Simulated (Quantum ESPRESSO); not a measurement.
# Computed records: Ti$_{3}$Al$_{2}$Cu$_{2}$Mo (simulated cell), Ti$_{3}$AlRe$_{2}$Ru$_{2}$ (simulated cell), Ti$_{3}$AlSn$_{2}$Au$_{2}$ (simulated cell)

All values are calculated (Quantum ESPRESSO 7.5). Calculation on a made-up metal alloy cell, not a measurement, run again with a planted mistake, found by running each candidate: no spin or spin-orbit, unrelaxed, 2900 K smearing, stress positive in tension, cell energy less the intended atoms' offsets; periodic Kohn-Sham density functional theory in plane waves with PseudoDojo standard norm-conserving scalar-relativistic pseudopotentials, each functional with its own files (v0.5 for PBE, v0.4.1 for LDA and PBEsol), eight atoms on drawn sites of a strained close-packed or body-centred lattice, each displaced and held fixed; the energy is the cell's free energy, ions and the entropy term -TS included, at the stated Fermi-Dirac width, less a fixed offset for each atom's element (shifted free energy); compositions with an open d shell lost a parallel starting moment in a cheaper test run, and other magnetic orders were not tried; an error bar is the largest change of its kind in a tighter rerun, never given below 0.002 eV, 0.02 GPa or 0.003 eV/angstrom, and covers cutoff and k-mesh only, not smearing or the files.

Settings shared by all entries: intended functional pbe; fermi dirac smearing 0.25 eV; intended electrons removed 0; structure shown the intended cell.

Notes on all entries: a spin test at this wide smearing found no moment, but such smearing suppresses magnetism that the real alloy may have; another functional or element uses other pseudopotential files, so its energy jump is mostly a change of zero; lattice, volume and sites are drawn at random and may be unstable or far from any real phase; energies are for the whole cell, less offsets fitted to these runs, so they are not formation energies.

(1) Ti$_{3}$Al$_{2}$Cu$_{2}$Mo (simulated cell)

```
cell vectors (Å)
   0.0536    -0.0049    -4.4725
   0.0400     5.1083     0.0054
   5.8448     0.0462    -0.0682
atoms (fractions of the cell vectors)
Ti -0.01083 -0.02611  0.00435
Ti -0.00963  0.00189  0.49951
Al  0.00575  0.52507  0.24510
Cu -0.01848  0.51833  0.74734
Cu  0.47711  0.33340  0.00310
Mo  0.48162  0.33825  0.50844
Al  0.52057  0.82595  0.23063
Ti  0.52132  0.83782  0.75825
```

- lattice type: hexagonal close-packed
- cutoff: 1252 eV
- healthy entropy term negative ts: -1.745 eV
- healthy pressure: -7.1 GPa
- healthy stress xx: 6.68 GPa
- healthy stress yy: 11.55 GPa
- healthy stress zz: 3.07 GPa
- healthy stress yz: 0.32 GPa
- healthy stress xz: -1.08 GPa
- healthy stress xy: 0.78 GPa
- faulty entropy term negative ts: -1.742 eV
- faulty pressure: -7.01 GPa
- faulty stress xx: 6.58 GPa
- faulty stress yy: 11.49 GPa
- faulty stress zz: 2.96 GPa
- faulty stress yz: 0.17 GPa
- faulty stress xz: -1.02 GPa
- faulty stress xy: 0.84 GPa
- candidate first exchanged site: 1
- candidate second exchanged site: 4
- candidate length scale change: -1.67 percent
- candidate functional: pbesol
- candidate wrong element site: 3
- candidate wrong element: Sn
- candidate misplaced site: 6
- candidate misplaced along: z
- candidate misplaced by: 0.06 Å
- k mesh: 5 x 5 x 4 shifted half a step off Gamma on each axis
- healthy shifted free energy: -0.143 eV
- faulty shifted free energy: -0.12 eV
- fault kind: atom misplaced (misplaced site 6, misplaced along z, misplaced by 0.06 Å)

Atoms:
```
atoms element  atom site  atom energy offset (eV)
           Ti          1                  -1615.4
           Ti          2                  -1615.4
           Al          3                   -63.26
           Cu          4                 -5159.25
           Cu          5                 -5159.25
           Mo          6                 -1911.95
           Al          7                   -63.26
           Ti          8                  -1615.4
```

Healthy forces:
```
site  x (eV/Å)  y (eV/Å)  z (eV/Å)
   1    -0.687     2.006    -0.942
   2    -0.057     0.363      -0.5
   3     0.243    -1.094      0.03
   4     0.163    -0.492    -0.326
   5    -0.087     0.054     -0.13
   6    -0.005    -0.861    -0.279
   7     1.184     0.138     1.143
   8    -0.753    -0.116     1.004
```

Faulty forces:
```
site  x (eV/Å)  y (eV/Å)  z (eV/Å)
   1    -0.695     1.997    -0.944
   2    -0.046     0.359    -0.474
   3     0.216    -1.072     0.121
   4     0.184     -0.49    -0.255
   5    -0.087     0.054    -0.135
   6     0.008     -0.86    -0.503
   7     1.179     0.143     1.171
   8     -0.76    -0.131     1.021
```

Candidate mistake: atoms exchanged, cell scaled, wrong functional, wrong element, atom misplaced

Notes: the copper pseudopotential is less sure than most, with forces differing by about three percent and pressure by about two GPa from a second method on plain copper; the tin pseudopotential is less sure than most, with forces differing by about three percent from a second method on plain tin; error bars of the healthy run: energy 0.002 eV, stress 0.031 GPa, force 0.003 eV/Å, from a tighter rerun of this or a related cell; largest difference from healthy 74 error bars; largest difference from nearest other mistake 180 error bars.

(2) Ti$_{3}$AlRe$_{2}$Ru$_{2}$ (simulated cell)

```
cell vectors (Å)
  -2.8398     0.0385     0.0147
   0.0232     0.0566    -4.5296
   0.1335    -9.7946     0.1237
atoms (fractions of the cell vectors)
Ru -0.00578 -0.00905 -0.00150
Ti -0.01516  0.00559  0.49830
Re  0.00610  0.49990  0.33275
Re -0.01799  0.51011  0.82985
Al  0.48736 -0.00347  0.25165
Ti  0.47659  0.00589  0.74751
Ti  0.51807  0.48413  0.08073
Ru  0.50896  0.50061  0.58448
```

- lattice type: hexagonal close-packed
- cutoff: 1252 eV
- healthy entropy term negative ts: -2.017 eV
- healthy pressure: -6.24 GPa
- healthy stress xx: 4.61 GPa
- healthy stress yy: 6.25 GPa
- healthy stress zz: 7.87 GPa
- healthy stress yz: 0.45 GPa
- healthy stress xz: 0.07 GPa
- healthy stress xy: -0.25 GPa
- faulty entropy term negative ts: -2.04 eV
- faulty pressure: -5.79 GPa
- faulty stress xx: 2.38 GPa
- faulty stress yy: 5.83 GPa
- faulty stress zz: 9.15 GPa
- faulty stress yz: 0.92 GPa
- faulty stress xz: 0.16 GPa
- faulty stress xy: -0.49 GPa
- candidate first exchanged site: 1
- candidate second exchanged site: 3
- candidate length scale change: 1.89 percent
- candidate functional: pbesol
- candidate wrong element site: 5
- candidate wrong element: Cu
- candidate misplaced site: 4
- candidate misplaced along: z
- candidate misplaced by: 0.23 Å
- k mesh: 8 x 5 x 3 shifted half a step off Gamma on each axis
- healthy shifted free energy: -1.884 eV
- faulty shifted free energy: -1.918 eV
- fault kind: atoms exchanged (first exchanged site 1, second exchanged site 3)

Atoms:
```
atoms element  atom site  atom energy offset (eV)
           Ru          1                 -2750.51
           Ti          2                  -1615.4
           Re          3                 -2361.34
           Re          4                 -2361.34
           Al          5                   -63.26
           Ti          6                  -1615.4
           Ti          7                  -1615.4
           Ru          8                 -2750.51
```

Healthy forces:
```
site  x (eV/Å)  y (eV/Å)  z (eV/Å)
   1     0.039    -0.156     0.019
   2     0.179         0     0.033
   3    -0.091    -0.102     0.001
   4    -0.195     0.324     0.206
   5     0.032     0.756     0.085
   6     0.029    -1.366    -0.103
   7     0.042     0.763    -0.126
   8    -0.035    -0.218    -0.115
```

Faulty forces:
```
site  x (eV/Å)  y (eV/Å)  z (eV/Å)
   1     0.071     0.151     0.221
   2     0.081     0.184     0.047
   3      0.05     0.257     0.004
   4     -0.22    -0.051     0.112
   5     0.024     0.375     0.067
   6     0.042    -0.881    -0.169
   7     0.026     0.304     -0.16
   8    -0.074    -0.339    -0.121
```

Candidate mistake: atoms exchanged, cell scaled, wrong functional, wrong element, atom misplaced

Notes: the copper pseudopotential is less sure than most, with forces differing by about three percent and pressure by about two GPa from a second method on plain copper; heavy elements are run without spin-orbit coupling, which real alloys of them have; error bars of the healthy run: energy 0.002 eV, stress 0.033 GPa, force 0.011 eV/Å, from a tighter rerun of this or a related cell; largest difference from healthy 68 error bars; largest difference from nearest other mistake 116 error bars.

(3) Ti$_{3}$AlRe$_{2}$Ru$_{2}$ (simulated cell)

Structure as in entry 2.

* lattice type: hexagonal close-packed
* cutoff: 1252 eV
* healthy entropy term negative ts: -2.017 eV
* healthy pressure: -6.24 GPa
* healthy stress xx: 4.61 GPa
* healthy stress yy: 6.25 GPa
* healthy stress zz: 7.87 GPa
* healthy stress yz: 0.45 GPa
* healthy stress xz: 0.07 GPa
* healthy stress xy: -0.25 GPa
* faulty entropy term negative ts: -2.145 eV
* faulty pressure: -14.75 GPa
* faulty stress xx: 13.14 GPa
* faulty stress yy: 14.74 GPa
* faulty stress zz: 16.38 GPa
* faulty stress yz: 0.54 GPa
* faulty stress xz: 0.09 GPa
* faulty stress xy: -0.17 GPa
* candidate first exchanged site: 1
* candidate second exchanged site: 3
* candidate length scale change: 1.89 percent
* candidate functional: pbesol
* candidate wrong element site: 5
* candidate wrong element: Cu
* candidate misplaced site: 4
* candidate misplaced along: z
* candidate misplaced by: 0.23 Å
* k mesh: 8 x 5 x 3 shifted half a step off Gamma on each axis
* healthy shifted free energy: -1.884 eV
* faulty shifted free energy: -1.397 eV
* fault kind: cell scaled (length scale change 1.89 percent)

Atoms:
```
atoms element  atom site  atom energy offset (eV)
           Ru          1                 -2750.51
           Ti          2                  -1615.4
           Re          3                 -2361.34
           Re          4                 -2361.34
           Al          5                   -63.26
           Ti          6                  -1615.4
           Ti          7                  -1615.4
           Ru          8                 -2750.51
```

Healthy forces:
```
site  x (eV/Å)  y (eV/Å)  z (eV/Å)
   1     0.039    -0.156     0.019
   2     0.179         0     0.033
   3    -0.091    -0.102     0.001
   4    -0.195     0.324     0.206
   5     0.032     0.756     0.085
   6     0.029    -1.366    -0.103
   7     0.042     0.763    -0.126
   8    -0.035    -0.218    -0.115
```

Faulty forces:
```
site  x (eV/Å)  y (eV/Å)  z (eV/Å)
   1     0.036    -0.013     0.061
   2     0.162     0.051     0.008
   3    -0.074     -0.19     0.005
   4    -0.137      0.33     0.118
   5     0.033     0.651      0.07
   6     0.005    -1.338    -0.087
   7     0.026     0.759    -0.089
   8     -0.05     -0.25    -0.086
```

Candidate mistake: atoms exchanged, cell scaled, wrong functional, wrong element, atom misplaced

Notes: the copper pseudopotential is less sure than most, with forces differing by about three percent and pressure by about two GPa from a second method on plain copper; heavy elements are run without spin-orbit coupling, which real alloys of them have; error bars of the healthy run: energy 0.002 eV, stress 0.033 GPa, force 0.011 eV/Å, from a tighter rerun of this or a related cell; largest difference from healthy 262 error bars; largest difference from nearest other mistake 296 error bars.

(4) Ti$_{3}$AlRe$_{2}$Ru$_{2}$ (simulated cell)

Structure as in entry 2.

* lattice type: hexagonal close-packed
* cutoff: 1252 eV
* healthy entropy term negative ts: -2.017 eV
* healthy pressure: -6.24 GPa
* healthy stress xx: 4.61 GPa
* healthy stress yy: 6.25 GPa
* healthy stress zz: 7.87 GPa
* healthy stress yz: 0.45 GPa
* healthy stress xz: 0.07 GPa
* healthy stress xy: -0.25 GPa
* faulty entropy term negative ts: -2.017 eV
* faulty pressure: -12.51 GPa
* faulty stress xx: 10.9 GPa
* faulty stress yy: 12.55 GPa
* faulty stress zz: 14.07 GPa
* faulty stress yz: 0.52 GPa
* faulty stress xz: 0.08 GPa
* faulty stress xy: -0.22 GPa
* candidate first exchanged site: 1
* candidate second exchanged site: 3
* candidate length scale change: 1.89 percent
* candidate functional: pbesol
* candidate wrong element site: 5
* candidate wrong element: Cu
* candidate misplaced site: 4
* candidate misplaced along: z
* candidate misplaced by: 0.23 Å
* k mesh: 8 x 5 x 3 shifted half a step off Gamma on each axis
* healthy shifted free energy: -1.884 eV
* faulty shifted free energy: 6.54 eV
* fault kind: wrong functional (functional pbesol)

Atoms:
```
atoms element  atom site  atom energy offset (eV)
           Ru          1                 -2750.51
           Ti          2                  -1615.4
           Re          3                 -2361.34
           Re          4                 -2361.34
           Al          5                   -63.26
           Ti          6                  -1615.4
           Ti          7                  -1615.4
           Ru          8                 -2750.51
```

Healthy forces:
```
site  x (eV/Å)  y (eV/Å)  z (eV/Å)
   1     0.039    -0.156     0.019
   2     0.179         0     0.033
   3    -0.091    -0.102     0.001
   4    -0.195     0.324     0.206
   5     0.032     0.756     0.085
   6     0.029    -1.366    -0.103
   7     0.042     0.763    -0.126
   8    -0.035    -0.218    -0.115
```

Faulty forces:
```
site  x (eV/Å)  y (eV/Å)  z (eV/Å)
   1     0.044    -0.029     0.034
   2     0.174    -0.046     0.021
   3    -0.087    -0.222     0.001
   4    -0.181     0.358     0.173
   5     0.032      0.76     0.083
   6     0.024      -1.4    -0.097
   7     0.033     0.821    -0.111
   8    -0.038    -0.241    -0.104
```

Candidate mistake: atoms exchanged, cell scaled, wrong functional, wrong element, atom misplaced

Notes: the copper pseudopotential is less sure than most, with forces differing by about three percent and pressure by about two GPa from a second method on plain copper; heavy elements are run without spin-orbit coupling, which real alloys of them have; error bars of the healthy run: energy 0.002 eV, stress 0.033 GPa, force 0.011 eV/Å, from a tighter rerun of this or a related cell; largest difference from healthy 4212 error bars; largest difference from nearest other mistake 3969 error bars.

(5) Ti$_{3}$AlSn$_{2}$Au$_{2}$ (simulated cell)

```
cell vectors (Å)
  -0.0281     2.0870     2.0866
  -4.2001     2.1569    -2.1002
  -4.0695    -6.2275     6.2823
atoms (fractions of the cell vectors)
Au -0.03510  0.05022 -0.00264
Al  0.02007  0.22976  0.74122
Sn  0.00144  0.48978  0.50393
Ti -0.02021  0.75032  0.25042
Ti  0.46405 -0.01273  0.48652
Sn  0.55461  0.25638  0.27111
Ti  0.49509  0.51378 -0.00610
Au  0.52967  0.74796  0.74402
```

- lattice type: face-centred cubic
- cutoff: 1143 eV
- healthy entropy term negative ts: -1.356 eV
- healthy pressure: 5.87 GPa
- healthy stress xx: -5.2 GPa
- healthy stress yy: -6.2 GPa
- healthy stress zz: -6.21 GPa
- healthy stress yz: -2.52 GPa
- healthy stress xz: 4.02 GPa
- healthy stress xy: -4.73 GPa
- faulty entropy term negative ts: -1.444 eV
- faulty pressure: 5.93 GPa
- faulty stress xx: -6.03 GPa
- faulty stress yy: -5.74 GPa
- faulty stress zz: -6.03 GPa
- faulty stress yz: -3.44 GPa
- faulty stress xz: 1.8 GPa
- faulty stress xy: -3 GPa
- candidate first exchanged site: 4
- candidate second exchanged site: 8
- candidate length scale change: -0.66 percent
- candidate functional: lda
- candidate wrong element site: 5
- candidate wrong element: Ta
- candidate misplaced site: 3
- candidate misplaced along: y
- candidate misplaced by: 0.15 Å
- k mesh: 8 x 5 x 3 shifted half a step off Gamma on each axis
- healthy shifted free energy: -0.355 eV
- faulty shifted free energy: -0.626 eV
- fault kind: atoms exchanged (first exchanged site 4, second exchanged site 8)

Atoms:
```
atoms element  atom site  atom energy offset (eV)
           Au          1                 -4032.82
           Al          2                   -63.26
           Sn          3                 -2144.16
           Ti          4                  -1615.4
           Ti          5                  -1615.4
           Sn          6                 -2144.16
           Ti          7                  -1615.4
           Au          8                 -4032.82
```

Healthy forces:
```
site  x (eV/Å)  y (eV/Å)  z (eV/Å)
   1     0.563    -0.024     0.361
   2    -0.158    -0.683     0.375
   3     -2.03    -0.505     0.699
   4     0.669     0.415    -0.016
   5    -0.328    -0.522     0.911
   6     2.087     1.637    -2.409
   7    -0.389      0.07    -0.265
   8    -0.415     -0.39     0.343
```

Faulty forces:
```
site  x (eV/Å)  y (eV/Å)  z (eV/Å)
   1      1.11     0.363    -0.014
   2    -0.587    -0.309     0.062
   3    -2.249    -0.921     1.195
   4     0.629     0.351    -0.201
   5    -0.614     -0.73     1.076
   6     2.472     1.778    -2.112
   7    -0.224     0.114    -0.279
   8    -0.537    -0.647     0.273
```

Candidate mistake: atoms exchanged, cell scaled, wrong functional, wrong element, atom misplaced

Notes: the tin pseudopotential is less sure than most, with forces differing by about three percent from a second method on plain tin; heavy elements are run without spin-orbit coupling, which real alloys of them have; error bars of the healthy run: energy 0.0081 eV, stress 0.036 GPa, force 0.015 eV/Å, from a tighter rerun of this or a related cell; largest difference from healthy 62 error bars; largest difference from nearest other mistake 58 error bars.
